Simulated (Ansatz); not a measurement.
Relaxation of a relaxed SrTiO3 cell squeezed uniformly to 80 % of its volume; 5 atoms in the cell, which starts as Pm-3m (No. 221), cP5; a = 3.627 Å, b = 3.627 Å, c = 3.627 Å, α = 90.00°, β = 90.00°, γ = 90.00°. Method: r2SCAN (plane waves to 500 eV, PAW, scalar-relativistic; Ansatz, a first-principles code). Γ-centred k-mesh 6×6×6 on the run's cell (coarser than for final values), Fermi–Dirac smearing 0.05 eV. This is the first round of the run. 

The optimiser's lines from the output (shortened; P is positive under compression):

```
relax step   1: F+E_penalty+E_count = -7772.63271082 eV  Δ(F+E_penalty+E_count) = +0.000e0 eV  max|allowed force component| = 3.626e-29 eV/Å  Δτ_max = 0.0000 Å  P = +68.418 GPa  Ω = 47.712 Å³  (7 SCF iters, dr2 threshold 1.00e-7 eV, accepted)
relax step   2: F+E_penalty+E_count = -7774.46106284 eV  Δ(F+E_penalty+E_count) = -1.828e0 eV  max|allowed force component| = 4.365e-29 eV/Å  Δτ_max = 0.0000 Å  P = +18.780 GPa  Ω = 54.900 Å³  (7 SCF iters, dr2 threshold 5.00e-7 eV, accepted)
relax step   3: F+E_penalty+E_count = -7774.69482358 eV  Δ(F+E_penalty+E_count) = -2.338e-1 eV  max|allowed force component| = 9.479e-30 eV/Å  Δτ_max = 0.0000 Å  P = +4.744 GPa  Ω = 58.212 Å³  (6 SCF iters, dr2 threshold 5.00e-7 eV, accepted)
relax step   4: F+E_penalty+E_count = -7774.71371251 eV  Δ(F+E_penalty+E_count) = -1.889e-2 eV  max|allowed force component| = 1.073e-28 eV/Å  Δτ_max = 0.0000 Å  P = +0.544 GPa  Ω = 59.423 Å³  (6 SCF iters, dr2 threshold 5.00e-7 eV, accepted)
relax step   5: F+E_penalty+E_count = -7774.71388255 eV  Δ(F+E_penalty+E_count) = -1.700e-4 eV  max|allowed force component| = 3.681e-29 eV/Å  Δτ_max = 0.0000 Å  P = +0.003 GPa  Ω = 59.589 Å³  (4 SCF iters, dr2 threshold 5.00e-7 eV, accepted)
relax step   6: F+E_penalty+E_count = -7774.72292421 eV  Δ(F+E_penalty+E_count) = -9.042e-3 eV  max|allowed force component| = 5.448e-29 eV/Å  Δτ_max = 0.0000 Å  P = +0.153 GPa  Ω = 59.589 Å³  stress off target by 1.53e-1 GPa  SCF on the basis re-selected at this cell (its energy is not comparable with the rows above)  (8 SCF iters)
relax step   7: F+E_penalty+E_count = -7774.72292559 eV  Δ(F+E_penalty+E_count) = -1.378e-6 eV  max|allowed force component| = 2.898e-29 eV/Å  Δτ_max = 0.0000 Å  P = +0.004 GPa  Ω = 59.636 Å³  (4 SCF iters, dr2 threshold 5.85e-8 eV, accepted)
relax step   8: F+E_penalty+E_count = -7774.72297868 eV  Δ(F+E_penalty+E_count) = -5.309e-5 eV  max|allowed force component| = 2.435e-29 eV/Å  Δτ_max = 0.0000 Å  P = +0.003 GPa  Ω = 59.636 Å³  stress off target by 2.85e-3 GPa  SCF on the basis re-selected at this cell (its energy is not comparable with the rows above)  (7 SCF iters)
```

From the first to the last row the energy changes by -0.42 eV/atom and the volume by +25.0 %. The last row is marked as not comparable with the walk above it, whose basis was carried along; it does compare with step 1, since both stand on a basis selected at the nominal cutoff for their own cell.

Later rounds, restarted from the end of this one on a renewed k-mesh, logged 2 more steps and released under 1 meV/atom more. The final structure after all rounds: Pm-3m (No. 221), cP5, cubic perovskite type; a = b = c = 3.907 Å, α = β = γ = 90.00°. Between re-selections the logged energies stand on a plane-wave basis carried along with the cell. No spin polarisation in the result.

The run could not lose the symmetry of its start.

All atoms sit on sites fixed by symmetry, so only the cell could relax.
